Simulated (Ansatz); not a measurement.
Input:

Be₁₂Mo:
```cif
data_Be12Mo
_chemical_formula_sum 'Mo1 Be12'
_space_group_name_H-M_alt 'P 1'
_space_group_IT_number 1
_cell_length_a 5.49183
_cell_length_b 5.49183
_cell_length_c 5.49183
_cell_angle_alpha 98.332
_cell_angle_beta 98.332
_cell_angle_gamma 135.249
loop_
_space_group_symop_operation_xyz
  'x, y, z'
loop_
_atom_site_label
_atom_site_type_symbol
_atom_site_fract_x
_atom_site_fract_y
_atom_site_fract_z
_atom_site_occupancy
Mo1 Mo 0.00000 0.00000 0.00000 1
Be1 Be 0.50000 0.50000 0.50000 1
Be2 Be 0.00000 0.00000 0.50000 1
Be3 Be 0.50000 0.00000 0.00000 1
Be4 Be 0.00000 0.50000 0.00000 1
Be5 Be 0.00000 0.35029 0.35029 1
Be6 Be 0.00000 0.64971 0.64971 1
Be7 Be 0.35029 0.00000 0.35029 1
Be8 Be 0.64971 0.00000 0.64971 1
Be9 Be 0.50000 0.28926 0.78926 1
Be10 Be 0.50000 0.71074 0.21074 1
Be11 Be 0.28926 0.50000 0.78926 1
Be12 Be 0.71074 0.50000 0.21074 1
```

This is the PBEsol-relaxed structure.

**Question.** All from PBEsol (plane waves, PAW; program Ansatz), unless another level is named. Give the density of states at the Fermi level.

**Answer.** 0.13 states/eV per atom (mean over ±0.08 eV).

**Question.** What about the formation energy from the elements (no fitted shifts)?

**Answer.** -0.12 eV/atom.

Space group I4/mmm. The start of the workflow was typed in or built on a structure type; neither database checked (COD, Materials Project) lists it. Its standing as an ambient phase is unchecked. The PBEsol relaxation kept the symmetry of its start; its stability against distortions is not shown here. The run is not spin-polarised. The references are the lowest solids computed at this level, not always the standard phases. Scalar-relativistic: spin–orbit coupling is off unless named, which matters more the heavier the elements.

Potentials: the earlier of the program's two PAW sets. The files were generated under PBE; for other functionals the program regenerates the frozen cores, and for LDA and PBEsol the local potential too.
